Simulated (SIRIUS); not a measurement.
A self-consistent single point of TiSi2 (Fddd, 6 atoms in the cell; from Materials Project mp-2582, changed as shown) with SIRIUS.

Method: LDA (PW92), GBRV LDA ultrasoft pseudopotentials (plane waves; SIRIUS 7.12.0).

The change in words: lattice scaled by 0.98. Reference geometry (Fddd):
```
TiSi2
1.0
    0.00000     4.11752     4.26290
    2.38951     0.00000     4.26290
    2.38951     4.11752     0.00000
Ti Si
2 4
Direct
  0.50000   0.50000   0.50000
  0.75000   0.75000   0.75000
  0.83743   0.16257   0.83743
  0.16257   0.83743   0.16257
  0.41257   0.08743   0.41257
  0.08743   0.41257   0.08743
```

Reference input (self-consistent single point, DFT, LDA (PW92), plane waves, GBRV LDA ultrasoft pseudopotentials): parameters.ngridk = 6 6 6; parameters.xc_functionals = [XC_LDA_X, XC_LDA_C_PW]; parameters.gk_cutoff = 6.325 1/bohr; parameters.pw_cutoff = 14.143 1/bohr; parameters.smearing = fermi_dirac; parameters.smearing_width = 0.00367493 Ha; potentials = GBRV LDA ultrasoft pseudopotentials; parameters.electronic_structure_method = pseudopotential; parameters.num_bands = 24; parameters.num_mag_dims = 0; parameters.num_dft_iter = 100; parameters.energy_tol = 1e-07 Ha. This run's input differs from it in these lines:

```diff
@@ -32,7 +32,7 @@
     "lattice_vectors": [
-      [0.0, 0.6947352425, 0.7192655923],
-      [0.4031744412, 0.0, 0.7192655923],
-      [0.4031744412, 0.6947352425, 0.0]
+      [0.0, 0.6947352752, 0.7192655727],
+      [0.4031744647, 0.0, 0.7192655727],
+      [0.4031744647, 0.6947352752, 0.0]
     ],
-    "lattice_vectors_scale": 11.199915,
+    "lattice_vectors_scale": 10.975917,
     "atom_coordinate_units": "au",
@@ -45,10 +45,10 @@
       "Ti": [
-        [4.5155194721, 7.780975664, 8.0557134967],
-        [6.7732792081, 11.6714634961, 12.083570245]
+        [4.4252094606, 7.6253567177, 7.8945992267],
+        [6.6378141908, 11.4380350765, 11.8418988401]
       ],
       "Si": [
-        [4.5155194721, 13.0320449007, 8.0557134967],
-        [4.5155194721, 2.5299064274, 8.0557134967],
-        [2.257759736, 6.4203942594, 4.0278567483],
-        [2.257759736, 1.3605814046, 4.0278567483]
+        [4.4252094606, 12.7714049522, 7.8945992267],
+        [4.4252094606, 2.4793084832, 7.8945992267],
+        [2.2126047303, 6.291986842, 3.9472996134],
+        [2.2126047303, 1.3333698757, 3.9472996134]
       ]
```

Log, with long lists cut:

```
[find] density tolerance         : 1e-06
[find] total energy tolerance    : 1e-07
[find] iter_solver_tol (initial) : 0.01
[find] iter_solver_tol (target)  : 1e-13
[find] num_dft_iter              : 100
Charges and magnetic moments
--------------------------------------------------------------------------------
total charge          : 40.000000
[find] | SCF iteration   0 out of 100|
[diagonalize] iterative solver tolerance (occupied, empty): 0.01 0.01
[diagonalize] average number of iterations: 2.1087
[find] Charges and magnetic moments
[find] total charge          : 40.000000
[find] Energy
   [... lines left out ...]

[find] Charges and magnetic moments
[find] total charge          : 40.000000
[find] Energy
[find] smearing (-TS)                 :      -0.00217014
[find] Total energy                   :    -138.65043905 (Ha),    -277.30087810 (Ry)
[find] Free energy (E-TS)             :    -138.65260919 (Ha),    -277.30521838 (Ry)
[find] band gap (eV)                  :       0.00000000
[find] Efermi                         :       0.48812896
[find] iteration : 19, RMS (target) : 2.6816e-07 (1.0000e-06) , energy difference (target) : -1.9346e-09 (1.0000e-07)
[find] bands are converged : true
[find] iterative solver converged : true
[find] converged after 20 SCF iterations!
[find] Charges and magnetic moments
[find] total charge          : 40.000000
[find] Energy
[find] smearing (-TS)                 :      -0.00217014
[find] Total energy                   :    -138.65043905 (Ha),    -277.30087810 (Ry)
[find] Free energy (E-TS)             :    -138.65260919 (Ha),    -277.30521838 (Ry)
[find] band gap (eV)                  :       0.00000000
[find] Efermi                         :       0.48812896
[ground_state] === stress tensor components [kbar] ===
[ground_state] === stress_total ===
[ground_state]   -46.182669    0.000000    0.000000
[ground_state]     0.000000  -36.981427    0.000000
[ground_state]     0.000000    0.000000  -50.842457
[ground_state] ==== total Forces in Ha/bohr =====
[ground_state] atom:    0, force:       0.0000000      0.0000000      0.0000000
[ground_state] atom:    1, force:       0.0000000      0.0000000      0.0000000
[ground_state] atom:    2, force:       0.0000000     -0.0027263      0.0000000
[ground_state] atom:    3, force:      -0.0000000      0.0027263      0.0000000
[ground_state] atom:    4, force:       0.0000000      0.0027263     -0.0000000
[ground_state] atom:    5, force:      -0.0000000     -0.0027263      0.0000000
```

The run converged in 20 iterations. SIRIUS prints the stress tensor with tension positive. Against the reference run the free energy drops by 3.0 meV/atom, the pressure goes from -5.13 to 4.47 GPa and the largest force goes from 0.099 to 0.140 eV/Å.

The structure comes from a collection of computed structures, made at another level of theory; the collection holds predicted forms beside known ones. No clean gap shows at this smearing width and mesh (spacing up to 0.29 Å⁻¹); the mesh is coarse for partly filled bands, so the values carry mesh errors.

Cost on one core: very roughly 2.8 core-minutes.
